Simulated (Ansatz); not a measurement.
Structures of BePd: which is lowest?

Plane-wave DFT in Ansatz with scalar-relativistic PAW potentials, cutoff 500 eV, Γ-centred meshes chosen by cell and gap, Gaussian smearing with energies taken to zero width. Every cell was relaxed (cell and atoms) in a run of its own, within the symmetry of its start. Functional: r2SCAN.

Relaxed structures (starts from databases or built by putting these elements on another compound's sites):
A. P-6m2, 2 atoms in the computed cell, a = 2.838 Å, c = 3.375 Å; sites (symmetry × multiplicity) Be -6m2 × 1, Pd -6m2 × 1; start: built
B. Pm-3m, 2 atoms in the computed cell, a = 2.812 Å; sites (symmetry × multiplicity) Be m-3m × 1, Pd m-3m × 1; start: database
C. P6_3/mmc, 4 atoms in the computed cell, a = 3.831 Å, c = 4.483 Å; sites (symmetry × multiplicity) Be -6m2 × 2, Pd -6m2 × 2; start: built

Rank them by energy. Could pressure change the order?

| structure | group | E − E(lowest) (meV/atom) | V (Å³/atom) | gap on mesh (eV) |
| --- | --- | --- | --- | --- |
| B | Pm-3m | 0.0 | 11.12 | 0.00 |
| A | P-6m2 | 211 | 11.77 | 0.00 |
| C | P6_3/mmc | 579 | 14.24 | 0.00 |

B is lowest, 211 meV/atom under A. The lowest is also the densest of these, so pressure wouldn't bring one of the others in at first order. Other structures may lie lower than all of these, and vibrations aren't counted.